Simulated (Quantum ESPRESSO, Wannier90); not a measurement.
**Wannierisation of Pt (fcc (Cu type))**

```
Pt
1.0
    0.00000     1.97158     1.97158
    1.97158     0.00000     1.97158
    1.97158     1.97158     0.00000
Pt
1
Cartesian
  0.00000   0.00000   0.00000
```

Structure: Materials Project mp-126, symmetrised, not relaxed again. This is the element's usual structure. Level: PBEsol, no spin polarisation, no spin-orbit coupling; pw.x of Quantum ESPRESSO at 68 Ry with PseudoDojo potentials, 12×12×12 k-points, Wannier90. Density: 18×18×18 mesh, cold smearing 0.01 Ry. Spin-orbit coupling is left out although heavy elements are present.

The lattice is scaled uniformly with fixed fractional positions, and at each scale an atom-like model (Pt spd; disentangled, num_iter = 0) is made. Listed is the largest hopping of each kind of orbital pair shown, with the distance of the two functions' centres at scale 1; the mesh was not varied.

```
scale  modulus of t, Pt1 py–Pt1 pz at 2.79 Å (eV)  modulus of t, Pt1 px–Pt1 s at 2.79 Å (eV)  modulus of t, Pt1 s–Pt1 s at 2.79 Å (eV)
-----  ------------------------------------------  -----------------------------------------  ----------------------------------------
0.970                                       2.139                                      1.492                                     0.891
0.990                                       2.046                                      1.417                                     0.847
1.000                                       2.001                                      1.381                                     0.825
1.010                                       1.956                                      1.344                                     0.805
1.030                                       1.859                                      1.273                                     0.764
```

With |t| ∝ d^(−η), find η for each hopping from the ends of the series.


- Pt1 py–Pt1 pz at 2.79 Å: η = −ln(1.859/2.139)/ln(1.030/0.970) = 2.3
- Pt1 px–Pt1 s at 2.79 Å: η = −ln(1.273/1.492)/ln(1.030/0.970) = 2.6
- Pt1 s–Pt1 s at 2.79 Å: η = −ln(0.764/0.891)/ln(1.030/0.970) = 2.6
Harrison's rules would take η = 2.0, 2.0, 2.0 for these pairs; they describe atomic orbitals, while these are orthogonalised and change shape with the volume.
